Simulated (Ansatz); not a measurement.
## PtSe2: two-dimensional strain map

Theory: DFT LDA, scalar-relativistic, plane waves, PAW (Ansatz 0.2.0). Cutoff 420 eV, Γ-centred 15×15×10 k-points, Gaussian smearing of 0.15 eV. Spin–orbit coupling is left out, which can shift energies with elements as heavy as these. No spin polarisation. Energies are free energies at this smearing, counted from the undisturbed cell; pressure is positive in compression.

Zero of the scan (as given, not relaxed at this level; it stands at -0.5 GPa):

```xyz
3
Lattice="3.7240 0.0000 0.0000 -1.8620 3.2251 0.0000 0.0000 0.0000 5.0620" Properties=species:S:1:pos:R:3 pbc="T T T"
Pt    0.0000    0.0000    0.0000
Se    0.0000    2.1501    1.2655
Se    1.8620    1.0750    3.7965
```

The cell is strained by p along both x and y and by q along z, fractional coordinates fixed. Points are written (p, q).

p was sampled at -0.080, 0.000, 0.080 and q at -0.080, 0.000, 0.080.

Task: Where on the computed points is the energy highest, and how high?

Result: At (-0.080, -0.080): 652.7 meV/atom.

Task: Away from (0, 0), which computed point is lowest?

Result: (0.000, -0.080): 35.9 meV/atom.

The map, in meV/atom:

| p \ q | -0.080 | 0.000 | 0.080 |
| --- | --- | --- | --- |
| -0.080 | 652.7 | 356.7 | 201.5 |
| 0.000 | 35.9 | 0.0 | 52.8 |
| 0.080 | 137.9 | 227.9 | 373.6 |